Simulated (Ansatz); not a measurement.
Relaxed NaCl (rock salt):

```yaml
crystal:
  lattice:
    - [0.00000, 5.69553, 5.69553]
    - [2.84776, 2.84776, 5.69553]
    - [2.84776, 2.84776, 0.00000]
  atoms:
    - { symbol: Cl, position: [0.00000, 0.00000, 0.00000] }
    - { symbol: Cl, position: [0.50000, 0.00000, 0.00000] }
    - { symbol: Na, position: [0.00000, 0.50000, 0.50000] }
    - { symbol: Na, position: [0.50000, 0.50000, 0.50000] }
```

The atoms are displaced by Q × the pattern below (from a DFPT mode at X = (0.5, 0.5, 0.0), largest move 1; Q in Å), at fixed cell. It is one choice among 2 degenerate patterns. (q is in reciprocal vectors of the primitive cell; the cell shown is doubled to hold the pattern.)

| atom | x | y | z |
|---|---|---|---|
| Cl1 | 0.000 | -0.748 | 0.000 |
| Cl2 | 0.000 | 0.748 | 0.000 |
| Na3 | 0.000 | -1.000 | 0.000 |
| Na4 | 0.000 | 1.000 | 0.000 |

Method: PBE (plane waves to 420 eV, PAW, scalar-relativistic; Ansatz, a program for electronic structure). k mesh 10×10×10 (Γ-centred), Fermi-Dirac smearing 0.05 eV. NaCl was relaxed with its symmetry unable to fall. 

```json
[
 {"Q (Å)": "-0.100", "−dE/dQ from forces (eV/Å)": "0.909"},
 {"Q (Å)": "-0.083", "−dE/dQ from forces (eV/Å)": "0.730"},
 {"Q (Å)": "-0.067", "−dE/dQ from forces (eV/Å)": "0.567"},
 {"Q (Å)": "-0.050", "−dE/dQ from forces (eV/Å)": "0.415"},
 {"Q (Å)": "-0.033", "−dE/dQ from forces (eV/Å)": "0.272"},
 {"Q (Å)": "-0.017", "−dE/dQ from forces (eV/Å)": "0.135"},
 {"Q (Å)": "0.000", "−dE/dQ from forces (eV/Å)": "0.000"},
 {"Q (Å)": "0.017", "−dE/dQ from forces (eV/Å)": "-0.135"},
 {"Q (Å)": "0.033", "−dE/dQ from forces (eV/Å)": "-0.272"},
 {"Q (Å)": "0.050", "−dE/dQ from forces (eV/Å)": "-0.415"},
 {"Q (Å)": "0.067", "−dE/dQ from forces (eV/Å)": "-0.567"},
 {"Q (Å)": "0.083", "−dE/dQ from forces (eV/Å)": "-0.730"},
 {"Q (Å)": "0.100", "−dE/dQ from forces (eV/Å)": "-0.909"}
]
```

### Question
What harmonic wavenumber does the curvature at Q = 0 give?

### Answer
160 cm⁻¹. E″ = 8.04 eV/Å², M = Σ mᵢ|uᵢ|² = 85.7 u, ν̃ = 521.5·√(|E″|/M).

(For displaced atoms, the force is minus the slope of the energy, and its curvature is a force constant, which sets phonon frequencies.)
